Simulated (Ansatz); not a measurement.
Relaxed-ion elastic tensor of C in space group I4_132 (No. 214; C on 8a) in GPa (Voigt order), plane-wave PAW r²SCAN (Ansatz code); density 2.31 g/cm³, 8.65 Å³ per atom.

```json
[
 {"": "1", "1": "196", "2": "302", "3": "302", "4": "0.0", "5": "0.0", "6": "0.0"},
 {"": "2", "1": "302", "2": "196", "3": "302", "4": "0.0", "5": "0.0", "6": "0.0"},
 {"": "3", "1": "302", "2": "302", "3": "196", "4": "0.0", "5": "0.0", "6": "0.0"},
 {"": "4", "1": "0.0", "2": "0.0", "3": "0.0", "4": "-240", "5": "0.0", "6": "0.0"},
 {"": "5", "1": "0.0", "2": "0.0", "3": "0.0", "4": "0.0", "5": "-240", "6": "0.0"},
 {"": "6", "1": "0.0", "2": "0.0", "3": "0.0", "4": "0.0", "5": "0.0", "6": "-240"}
]
```

Problem. Is the crystal mechanically stable?

Solution. No: the smallest eigenvalue of C is -240 GPa.

The start of the workflow was typed in or built on a structure type; neither database checked (COD, Materials Project) lists it. It is not the phase usual at ambient conditions (space group No. 194, 227). The cell was relaxed with r²SCAN under the symmetry of its start. At this level the phase is mechanically unstable. As this level gives no gap, shear constants depend on the k-mesh and smearing (Fermi–Dirac, 0.1 eV here).

Potentials: the later of the program's two PAW sets.
